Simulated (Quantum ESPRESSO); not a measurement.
**Band energies of Mg3ZnO4**

```
Mg3ZnO4
1.0
    4.28008     0.00000     0.00000
    0.00000     4.28008     0.00000
    0.00000     0.00000     4.28008
O Mg Zn
4 3 1
Direct
  0.50000   0.00000   0.00000
  0.00000   0.50000   0.00000
  0.00000   0.00000   0.50000
  0.50000   0.50000   0.50000
  0.00000   0.50000   0.50000
  0.50000   0.00000   0.50000
  0.50000   0.50000   0.00000
  0.00000   0.00000   0.00000
```

PBEsol (pw.x of Quantum ESPRESSO, ONCV potentials, without SOC); path ΓXMΓRX,MR; energies in eV from the valence-band maximum.

| k (1/Å) | point | band 33 | band 34 | band 35 | band 36 | band 37 | band 38 | band 39 | band 40 |
|---|---|---|---|---|---|---|---|---|---|
| 0.00 | Γ | -2.25 | -2.25 | -1.00 | -1.00 | -1.00 | 2.10 | 5.81 | 8.54 |
| 0.24 |  | -2.21 | -2.21 | -1.52 | -1.08 | -1.08 | 2.83 | 6.19 | 8.60 |
| 0.73 | X | -2.25 | -1.81 | -1.81 | -1.50 | -1.50 | 5.36 | 6.54 | 9.02 |
| 1.10 |  | -2.05 | -1.86 | -1.85 | -1.48 | -0.72 | 5.88 | 6.91 | 8.93 |
| 1.28 |  | -2.18 | -1.75 | -1.62 | -1.48 | -0.19 | 6.51 | 7.28 | 8.20 |
| 1.47 | M | -2.39 | -1.57 | -1.54 | -1.54 | 0.00 | 7.10 | 7.57 | 7.57 |
| 1.64 |  | -2.13 | -1.71 | -1.65 | -1.47 | -0.16 | 6.42 | 7.73 | 7.78 |
| 1.99 |  | -2.11 | -2.09 | -1.72 | -1.42 | -0.82 | 4.36 | 7.16 | 8.67 |
| 2.16 |  | -2.21 | -2.04 | -1.99 | -1.18 | -0.94 | 3.35 | 6.53 | 8.76 |
| 2.51 | Γ | -2.25 | -2.25 | -1.00 | -1.00 | -1.00 | 2.10 | 5.81 | 8.54 |
| 2.87 |  | -2.13 | -2.06 | -2.06 | -1.02 | -1.02 | 3.41 | 6.58 | 8.73 |
| 3.05 |  | -2.00 | -1.76 | -1.76 | -0.99 | -0.99 | 4.38 | 7.20 | 8.52 |
| 3.41 |  | -1.71 | -1.41 | -1.41 | -0.51 | -0.51 | 5.80 | 7.06 | 7.06 |
| 3.78 | R | -1.35 | -1.35 | -1.35 | 0.00 | 0.00 | 6.08 | 6.08 | 6.08 |
| 3.93 |  | -1.45 | -1.38 | -1.37 | -0.16 | -0.06 | 6.11 | 6.20 | 6.30 |
| 4.22 |  | -1.73 | -1.59 | -1.43 | -0.96 | -0.48 | 6.08 | 6.66 | 7.63 |
| 4.52 |  | -1.99 | -1.68 | -1.59 | -1.48 | -1.21 | 5.65 | 6.72 | 9.18 |
| 4.67 |  | -2.20 | -1.75 | -1.60 | -1.56 | -1.49 | 5.44 | 6.60 | 9.08 |
| 4.82 | X | -2.25 | -1.81 | -1.81 | -1.50 | -1.50 | 5.36 | 6.54 | 9.02 |
| 4.82 | M | -2.39 | -1.57 | -1.54 | -1.54 | 0.00 | 7.10 | 7.57 | 7.57 |
| 5.18 |  | -1.57 | -1.45 | -1.45 | -1.19 | 0.00 | 6.65 | 6.77 | 6.77 |
| 5.55 | R | -1.35 | -1.35 | -1.35 | 0.00 | 0.00 | 6.08 | 6.08 | 6.08 |

The PBEsol gap is indirect, 2.10 eV, from R to Γ; the smallest direct gap is 3.09 eV.

Geometry of the Materials Project entry, not relaxed at this level.

The structure is a Materials Project entry; no match was found in the copy of COD used, and its stability was not checked.
